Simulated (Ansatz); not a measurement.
YC2 (MoSi2 or CaC2 type, I4/mmm), r²SCAN in the plane-wave PAW code Ansatz, all energies at zero smearing, with the estimated change up to a 700 eV cutoff added, with one set of potentials and settings (totals compare only within such a set). Cell of 3 atoms (1 Y, 2 C): -4364.171 eV.

| element | reference phase | E (eV/atom) |
|---|---|---|
| Y | P6_3/mmc, 2 atoms in the cell | -3859.7073 |
| C | P6_3/mmc, 4 atoms in the cell | -251.6711 |

Formation energy per atom, worked out: (-4364.171 − 1×(-3859.7073) − 2×(-251.6711))/3 = -0.374 eV/atom (-36 kJ per mol of atoms), at 0 K, without zero-point energy or fitted corrections.

The workflow started from an entry of the Crystallography Open Database (COD). Its standing as an ambient phase is unchecked. Symmetry was held in the r²SCAN relaxation; whether a distortion lowers the energy is not shown. The run is not spin-polarised. The references are the lowest solids computed at this level, not always the standard phases.

Potentials: the later of the program's two PAW sets.
